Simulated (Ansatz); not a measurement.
BP:
```
CELL_PARAMETERS angstrom
      2.71420     0.00000     0.00000
      0.00000     2.71420     0.00000
      0.00000     0.00000     2.71420
ATOMIC_POSITIONS crystal
  B  0.00000 0.00000 0.00000
  P  0.50000 0.50000 0.50000
```

Relaxed with PBE.

Q: Decompose the optical modes at the zone centre into irreducible representations, and say which are infrared and Raman allowed.

A: Point group m-3m: Γ_opt = T1u. Infrared: T1u. Raman: none.

Q: Assign frequencies (DFPT, plane-wave PAW PBE (Ansatz code)).

A: T1u 226i cm⁻¹.

Space group Pm-3m (CsCl type). A made-up cell: these elements were put on the sites of a structure type; neither database checked (COD, Materials Project) lists it. It is not the phase usual at ambient conditions (space group No. 216). Symmetry was held in the PBE relaxation. At this level the phase is dynamically unstable (imaginary phonons). As this level gives no gap, phonon frequencies hold no LO–TO term and depend on the k-mesh and smearing (Fermi–Dirac, 0.1 eV here).

Potentials: the later of the program's two PAW sets.
